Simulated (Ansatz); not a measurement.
Au:
```
Au
1.0
    0.00000     2.02317     2.02317
    2.02317     0.00000     2.02317
    2.02317     2.02317     0.00000
Au
1
Cartesian
  0.00000   0.00000   0.00000
```

Relaxed with LDA. Special points in fractions of this cell's reciprocal vectors: Γ (0.000, 0.000, 0.000); X (0.500, 0.000, 0.500); U (0.625, 0.250, 0.625); K (0.375, 0.375, 0.750); L (0.500, 0.500, 0.500); W (0.500, 0.250, 0.750).

**Question.** List the band energies nearest the Fermi level at these points for the program Ansatz at the LDA level (PAW).

**Answer.** In eV from the Fermi level; about four levels below and three above (degenerate sets whole), none deeper than 8.9 eV; … stands for higher levels left out; points with the same levels are listed once.

```csv
k,below,above
Γ,-4.98 -4.98 -4.98 -3.36 -3.36,…
X,-7.15 -2.12 -1.75 -1.75,0.74 …
U,-6.19 -4.10 -3.06 -2.23,3.70 …
L,-5.01 -5.01 -2.08 -2.08 -1.28,…
W,-5.48 -5.48 -3.54 -1.74,4.62 …
```

Space group Fm-3m (fcc (Cu type)). Symmetry was held in the LDA relaxation. Spin–orbit coupling is left out wherever it is not named.

Potentials: the earlier of the program's two PAW sets.
